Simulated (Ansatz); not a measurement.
Cs2ScAgCl6:
Space group Fm-3m (No. 225); a = b = c = 10.469 Å, α = β = γ = 90.00°

```
atom  site  symmetry       x       y       z
----  ----  --------  ------  ------  ------
Cs      8c      -43m  0.2500  0.2500  0.2500
Sc      4a      m-3m  0.0000  0.0000  0.0000
Ag      4b      m-3m  0.5000  0.5000  0.5000
Cl     24e      4m.m  0.0000  0.0000  0.2386
```
(The calculation used a cell of 10 atoms; values per cell refer to that cell.)

Relaxed with r²SCAN.

Problem. Tabulate the valence density and the electron localisation function along the shortest Ag–Cl contact (2.74 Å), r²SCAN in the plane-wave PAW code Ansatz.

Solution. 

```csv
distance from Ag (Å),density (e/Å³),ELF
0.27,16.15,0.76
0.41,11.66,0.67
0.55,7.33,0.60
0.68,3.93,0.53
0.82,1.78,0.42
0.96,0.77,0.29
1.09,0.40,0.15
1.23,0.26,0.09
1.37,0.23,0.12
1.51,0.28,0.31
1.64,0.41,0.62
1.78,0.64,0.80
1.92,0.99,0.85
2.05,1.44,0.85
2.19,1.74,0.81
2.33,1.52,0.70
2.46,0.80,0.48
```

The density is the valence pseudo-density with augmentation charge, so density and ELF within about 1 Å of a nucleus are not all-electron values.

The workflow started from a Materials Project entry (that database holds measured and hypothetical structures alike); the Crystallography Open Database copy checked does not list it. Whether it is the stable phase at ambient conditions was not checked. The cell was relaxed with r²SCAN under the symmetry of its start; its stability against distortions is not shown here. The run is not spin-polarised. Scalar-relativistic: spin–orbit coupling is off unless named, which matters more the heavier the elements.

Potentials: the later of the program's two PAW sets.
